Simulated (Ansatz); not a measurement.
Crystals of one structure type (zinc blende) and one family of elements, relaxed and computed with the program Ansatz at the LDA level (PAW).

```
crystal  K_Hill (GPa)  G_Hill (GPa)
-------  ------------  ------------
InP              71.3          34.0
AlAs             75.5          41.3
AlP              90.0          47.2
BAs               147             ?
GaN               202           112
AlN               210           124
BN                401           404
```

### Question
Fit a straight line to ln G against ln K and predict the withheld value.

### Answer
Least squares on the 6 shown rows: ln G = 1.32 × ln K + (-2.103), with a scatter of 14.0 %. For BAs this gives 88.6. The run itself gave 134, a miss of 33.9 % of that, well beyond the scatter: the line misses something about this case.

All cells were relaxed under the symmetry of their starts (and spin orders); stability against distortions was not tested throughout. Scalar-relativistic: spin–orbit coupling is off unless named, which matters more the heavier the elements.

Potentials: the earlier of the program's two PAW sets. The files were generated under PBE; for other functionals the program regenerates the frozen cores, and for LDA and PBEsol the local potential too.
